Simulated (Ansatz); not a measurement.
Given:

CuTaS2:
```
CELL_PARAMETERS angstrom
      3.37028     0.00000     0.00000
     -1.68514     2.91875     0.00000
      0.00000     0.00000     6.11240
ATOMIC_POSITIONS crystal
  S  0.66667 0.33333 0.74232
  Ta 0.00000 0.00000 0.00000
  S  0.33333 0.66667 0.25768
  Cu 0.00000 0.00000 0.50000
```

This is the PBE+D3(BJ)-relaxed structure.

Problem. All from the program Ansatz at the PBE+D3(BJ) level (PAW), unless another level is named. Give the electronic character.

Solution. metallic (no gap).

Problem. Predict the formation energy from the elements (no fitted shifts).

Solution. -0.61 eV/atom.

Problem. And the density of states at the Fermi level?

Solution. 0.50 states/eV per atom (mean over ±0.08 eV).

Problem. And the gap with spin–orbit coupling?

Solution. none (metallic).

Space group P-3m1. A made-up cell: these elements were put on the sites of a structure type; neither database checked (COD, Materials Project) lists it. Its standing as an ambient phase is unchecked. The cell was relaxed with PBE+D3(BJ) under the symmetry of its start; of distortions, only those at the zone centre were tested. The run is not spin-polarised. The references are the lowest solids computed at this level, not always the standard phases. Scalar-relativistic: spin–orbit coupling is off unless named, which matters more the heavier the elements.

Potentials: the later of the program's two PAW sets.
